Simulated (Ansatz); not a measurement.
**Ir2Rh: a bulk modulus from differences**

The cell was found from a structure generator's guess, not taken from experiment.

Computed with Ansatz, DFT PBE, scalar-relativistic, plane waves, PAW. Settings of the last relaxation (3-atom cell): 420 eV, 18×18×8 k points, Gaussian smearing of 0.10 eV, no spin polarisation.

```xyz
3
Lattice="2.7267 0.0000 0.0000 -1.3634 2.3614 0.0000 0.0000 0.0000 6.6809" Properties=species:S:1:pos:R:3 pbc="T T T"
Ir    0.0000    1.5743    4.4506
Ir    1.3634    0.7871    2.2303
Rh    0.0000    0.0000    0.0000
```

The cell was set to several volumes, with shape and atoms relaxed at each where symmetry leaves them free. Pressure is positive in compression, and energies count from the lowest row. No row has a gap on its mesh.

| row | V (Å³/atom) | P (GPa) | ΔE (meV/atom) |
| --- | --- | --- | --- |
| 1 | 12.619 | 56.16 | 264.8 |
| 2 | 13.049 | 38.08 | 139.1 |
| 3 | 13.479 | ? | ? |
| 4 | 13.909 | 10.46 | 13.5 |
| 5 | 14.339 | 0.01 | 0.0 |
| 6 | 14.770 | -8.67 | 12.1 |
| 7 | 15.200 | -15.86 | 45.5 |
| 8 | 15.773 | -23.51 | 116.8 |

Question: Find B = −V·ΔP/ΔV from rows 4 and 6 and from rows 1 and 2, and from the two its slope B′ and its value B0 at zero pressure.

Answer: Rows 4 and 6 give −(13.909 + 14.770)/2 × (-8.67 − (10.46))/(14.770 − 13.909) = 318.6 GPa at a mean pressure of 0.90 GPa. Rows 1 and 2 give −(12.619 + 13.049)/2 × (38.08 − (56.16))/(13.049 − 12.619) = 539.6 GPa at a mean pressure of 47.12 GPa. So B′ = (539.6 − 318.6)/(47.12 − (0.90)) = 4.78 and B0 = 318.6 − 4.78 × (0.90) = 314.3 GPa. A third-order Birch–Murnaghan fit to all the energies gives B0 = 316.6 GPa and B′ = 5.1.

Question: Estimate the pressure and energy of row 3.

Answer: From row 5, V0 = 14.339 × (1 + (0.01)/314.3) = 14.339 Å³/atom. Murnaghan's form P = (B0/B′)·[(V0/V)^B′ − 1] gives (314.3/4.78) × [(14.339/13.479)^4.78 − 1] = 22.62 GPa; the computed pressure is 23.02 GPa, so the estimate is off by -0.40 GPa. The work of compression from row 4, with the mean of the two pressures, gives ΔE = 13.5 + (22.62 + 10.46)/2 × (13.909 − 13.479)/160.2 × 1000 = 57.9 meV/atom (1 eV/Å³ = 160.2 GPa); the computed value is 57.8 meV/atom.

These runs have no spin–orbit coupling, which can matter for Ir. All volumes keep the k mesh of the relaxed cell. Symmetry constrained the relaxation, so the result can be a saddle point.
